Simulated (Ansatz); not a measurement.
# From the elastic tensor of Zr3SbH to moduli and sound speeds

Computed with Ansatz 0.2.0, DFT PBE, scalar-relativistic, plane waves, PAW. Settings: 420 eV plane-wave cutoff, Γ-centred 8×8×8 mesh, Fermi-Dirac smearing of 0.15 eV. No spin polarisation.

Space group Pm-3m (No. 221), cubic, a = 4.470 Å. Zr is surrounded by 2 H at 2.24 Å, 4 Sb at 3.16 Å and 8 Zr at 3.16 Å; around Sb lie 12 Zr at 3.16 Å; H has 6 Zr at 2.24 Å.

The structure comes from a generated guess, relaxed at this level; another structure or a mixture of phases may lie lower. In a metal, frequencies and elastic constants depend on the k mesh and the smearing, soft modes and shear constants most. Spin–orbit coupling is left out, which matters for heavy elements.

Relaxed-ion constants (GPa, on the Cartesian axes of the calculation):
```
129.1 107.3 107.3   0.0   0.0   0.0
107.3 129.1 107.3   0.0   0.0   0.0
107.3 107.3 129.1   0.0   0.0   0.0
  0.0   0.0   0.0  67.8   0.0   0.0
  0.0   0.0   0.0   0.0  67.8   0.0
  0.0   0.0   0.0   0.0   0.0  67.8
```

Density 7.370 g/cm³; 5 atoms in 89.32 Å³.

| Property | Result |
| --- | --- |
| Bulk modulus, Voigt / Reuss / Hill | 114.6 / 114.6 / 114.6 GPa |
| Shear modulus, Voigt / Reuss / Hill | 45.0 / 21.9 / 33.5 GPa |
| Young's modulus | 91 GPa |
| Poisson ratio | 0.367 |
| Pugh ratio B/G | 3.43 (over 1.75, the rule of thumb for ductile) |
| Universal anisotropy index | 5.28 |
| Longitudinal and transverse sound speeds | 4647 and 2130 m/s |
| Debye temperature from the mean sound speed | 273 K |
